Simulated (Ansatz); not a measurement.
Starting structure of a cell relaxation (symmetry kept):

```cif
data_structure
_symmetry_space_group_name_H-M 'Pm-3m'
_symmetry_Int_Tables_number 221
_cell_length_a 2.9881
_cell_length_b 2.9881
_cell_length_c 2.9881
_cell_angle_alpha 90.000
_cell_angle_beta 90.000
_cell_angle_gamma 90.000
_cell_volume 26.68
loop_
_atom_site_label
_atom_site_type_symbol
_atom_site_symmetry_multiplicity
_atom_site_Wyckoff_symbol
_atom_site_fract_x
_atom_site_fract_y
_atom_site_fract_z
_atom_site_occupancy
Ti1 Ti 1 b 0.50000 0.50000 0.50000 1
Ni1 Ni 1 a 0.00000 0.00000 0.00000 1
```

These are results of DFT r2SCAN, scalar-relativistic, plane waves, PAW (Ansatz), not measurements.

Settings: cutoff 500 eV, Γ-centred mesh 14×14×14 on the computed 2-atom cell, Gaussian smearing of 0.10 eV; collinear spin from starting moments 0.5 0.38 μB.

What does it relax to?

The volume rises by 0.01 Å³/atom to 13.35 Å³/atom, and the energy changes by under 0.1 meV/atom. The cell ends with a moment of 0.00 μB (only this magnetic start was tried). Final structure:
```xyz
2
Lattice="2.9886 0.0000 0.0000 0.0000 2.9886 0.0000 0.0000 0.0000 2.9886" Properties=species:S:1:pos:R:3 pbc="T T T"
Ti    1.4943    1.4943    1.4943
Ni    0.0000    0.0000    0.0000
```

Course of the relaxation (steps run on the plane waves of an earlier cell, and the basis is chosen afresh near the end, so energy and pressure can step there; trial steps that raised the energy were taken back; energies are free energies):

```csv
step,P (GPa),V (Å³/atom)
1,0.09,13.34
2,0.00,13.35
3,0.00,13.35
```